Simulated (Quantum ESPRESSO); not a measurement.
```
AlAs
1.0
    0.00000     2.83745     2.83745
    2.83745     0.00000     2.83745
    2.83745     2.83745     0.00000
Al As
1 1
Direct
  0.00000   0.00000   0.00000
  0.25000   0.25000   0.25000
```

Cell and atoms were relaxed with PBEsol from Materials Project entry mp-2172, within its symmetry.

Problem. What does PBE (Quantum ESPRESSO, PseudoDojo norm-conserving, 84 Ry, scalar-relativistic) give for the electronic structure near the Fermi level?

Solution. The PBE gap is indirect, 1.45 eV, from Γ to X; the smallest direct gap is 1.99 eV. Spin-orbit splittings are left out.
